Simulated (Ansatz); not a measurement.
Relaxed CdSe (zinc blende):

```
CELL_PARAMETERS angstrom
      0.00000     6.19627     6.19627
      3.09814     0.00000     3.09814
      3.09814     3.09814     0.00000
ATOMIC_POSITIONS crystal
  Se 0.37500 0.75000 0.75000
  Se 0.87500 0.75000 0.75000
  Cd 0.00000 0.00000 0.00000
  Cd 0.50000 0.00000 0.00000
```

In this cell atom 2 (Se, nearest neighbour Cd at 2.683 Å; its periodic images, 4.4 Å or more away, move with it) is moved by u·(0.707, 0.707, 0.000) + v·(0.000, 0.000, 1.000); the rest is frozen.

Calculation: PBE (plane waves to 420 eV, PAW, scalar-relativistic; Ansatz, a first-principles code). k mesh 4×8×8 (Γ-centred), Fermi-Dirac smearing 0.05 eV. Points where atoms come too close for the PAW data are left out (x in tables, blank in figures). Fu and Fv are the components of the force on the atom. CdSe was relaxed with its symmetry unable to fall. 

| Fu (eV/Å) | u = -0.890 | u = -0.445 | u = 0.000 | u = 0.445 | u = 0.890 |
|---|---|---|---|---|---|
| v = -0.890 | ___ | -1.16 | 0.00 | 1.16 | ___ |
| v = -0.445 | ___ | 0.10 | 0.00 | -0.10 | ___ |
| v = 0.000 | 7.77 | ___ | 0.00 | ___ | -7.77 |
| v = 0.445 | x | 8.57 | 0.00 | -8.57 | x |
| v = 0.890 | x | x | 0.00 | x | x |

Task: What belongs in the gaps?

Result: 
- v = -0.890, u = -0.890: -0.96
- v = -0.890, u = 0.890: 0.96
- v = -0.445, u = -0.890: 1.12
- v = -0.445, u = 0.890: -1.12
- v = 0.000, u = -0.445: 2.53
- v = 0.000, u = 0.445: -2.53

(For displaced atoms, the force is minus the slope of the energy, and its curvature is a force constant, which sets phonon frequencies.)
